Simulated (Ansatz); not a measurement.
Given:

ScAg3:
Space group Pm-3m (No. 221); a = 4.158 Å, b = 4.158 Å, c = 4.158 Å, α = 90.00°, β = 90.00°, γ = 90.00°

| atom | site | symmetry | x | y | z |
|---|---|---|---|---|---|
| Ag | 3c | 4/mm.m | 0.0000 | 0.5000 | 0.5000 |
| Sc | 1a | m-3m | 0.0000 | 0.0000 | 0.0000 |

This is the PBEsol-relaxed structure.

Question: All from the program Ansatz at the PBEsol level (PAW), unless another level is named. Give the formation energy from the elements (no fitted shifts).

Answer: -0.11 eV/atom.

Question: And the density of states at the Fermi level?

Answer: 0.76 states/eV per atom (mean over ±0.08 eV).

The start of the workflow was typed in or built on a structure type; neither database checked (COD, Materials Project) lists it. Whether it is the stable phase at ambient conditions was not checked. Symmetry was held in the PBEsol relaxation; its stability against distortions is not shown here. The run is not spin-polarised. The references are the lowest solids computed at this level, not always the standard phases. Scalar-relativistic: spin–orbit coupling is off unless named, which matters more the heavier the elements.

Potentials: the later of the program's two PAW sets.
